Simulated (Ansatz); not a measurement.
# Cd5Te2Se3: computed properties

Method: DFT PBE, scalar-relativistic, plane waves, PAW in Ansatz 0.2.0.

Plane waves to 420 eV, a k mesh through Γ of 12×12×12 on the computed 10-atom cell and Gaussian smearing (0.02 eV); no spin polarisation.

The structure is relaxed at this level of theory with its symmetry kept, and needn't be the ground state of this composition.

Space group I-4m2 (No. 119), tetragonal, a = 4.506 Å, c = 31.758 Å. Cd on a site of symmetry 2mm is surrounded by 2 Se at 2.71 Å and 2 Te at 2.84 Å; Cd on a second site of symmetry 2mm has 2 Se at 2.71 Å and 2 Te at 2.84 Å; around Cd on a site of symmetry -4m2 lie 4 Se at 2.70 Å; Te has 4 Cd at 2.84 Å; around Se on a site of symmetry -4m2 lie 4 Cd at 2.71 Å; Se on a site of symmetry 2mm is surrounded by 4 Cd at 2.70–2.71 Å.

```json
{
  "Volume per atom": "32.24 Å³",
  "Formation energy from the elements' standard states (uncorrected)": "-0.553 eV/atom",
  "Kohn–Sham band gap": "0.39 eV",
  "Orbital (Löwdin) character of the top 1 eV of the valence band": "Te 5p 52 %, Se 4p 39 %",
  "Orbital (Löwdin) character of the lowest 1 eV of the conduction band": "Cd 5s 51 %, Se 4p 17 %, Te 5p 14 %, Se 4s 8 %",
  "Bader charge by site (e)": "Cd (2 in the cell) 0.62, Cd (2 in the cell) 0.62, Cd (1 in the cell) 0.72, Te (2 in the cell) -0.52, Se (1 in the cell) -0.72, Se (2 in the cell) -0.73"
}
```

Spin-orbit coupling is left out, which matters for the bands of heavy elements.

The cell was found from a structure generator's guess, not taken from experiment. Kohn–Sham gaps at this level usually fall short of measured ones. Löwdin shares on free-atom orbitals overweight diffuse shells in the empty bands.
